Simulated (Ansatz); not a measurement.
Q: Name crystals whose computed values (PBEsol (plane waves, PAW; program Ansatz)) fall in these windows: electron conductivity mass (mₑ) 1.8 to 2.1; gap (eV) 0.76 to 0.91.

A: 

| crystal | electron conductivity mass (mₑ) | gap (eV) |
|---|---|---|
| FeBiO3, Ima2 (Bi on 4b, Fe on 4a, O on 8c, O on 4b) | 2.0 | 0.84 |
Others may fit too.

Spin orders computed, not proven ground states: FeBiO3, Ima2 (Bi on 4b, Fe on 4a, O on 8c, O on 4b) antiferromagnetic. Typed or built starts, not in the databases checked: FeBiO3, Ima2 (Bi on 4b, Fe on 4a, O on 8c, O on 4b). Not the usual ambient phase: FeBiO3, Ima2 (Bi on 4b, Fe on 4a, O on 8c, O on 4b). The cell was relaxed under the symmetry of its start. Cells of antiferromagnets are given as chemical subcells. No Hubbard U is applied. Spin–orbit coupling is left out wherever it is not named.

Potentials: the earlier of the program's two PAW sets. The files were generated under PBE; for other functionals the program regenerates the frozen cores, and for LDA and PBEsol the local potential too.
